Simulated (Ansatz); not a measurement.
NbIr in space group Pmma (No. 51; Ir on 2e, Nb on 2f), LDA in the plane-wave PAW code Ansatz, all energies at zero smearing, with the estimated change up to a 700 eV cutoff added, with one set of potentials and settings (totals compare only within such a set). Cell of 4 atoms (2 Ir, 2 Nb): -32214.020 eV.

```
element             reference phase  E (eV/atom)
-------  --------------------------  -----------
Ir       Fm-3m, 1 atoms in the cell  -11663.3971
Nb       Im-3m, 1 atoms in the cell   -4442.5966
```

Formation energy per atom, worked out: (-32214.020 − 2×(-11663.3971) − 2×(-4442.5966))/4 = -0.508 eV/atom (-49 kJ per mol of atoms), at 0 K, without zero-point energy or fitted corrections.

The start of the workflow was typed in or built on a structure type; the Crystallography Open Database copy checked does not list it. COD files the formula under space group No. 123. Its standing as an ambient phase is unchecked. Symmetry was held in the LDA relaxation; whether a distortion lowers the energy is not shown. The run is not spin-polarised. The references are the lowest solids computed at this level, not always the standard phases. Spin–orbit coupling is left out wherever it is not named.

Potentials: the later of the program's two PAW sets.
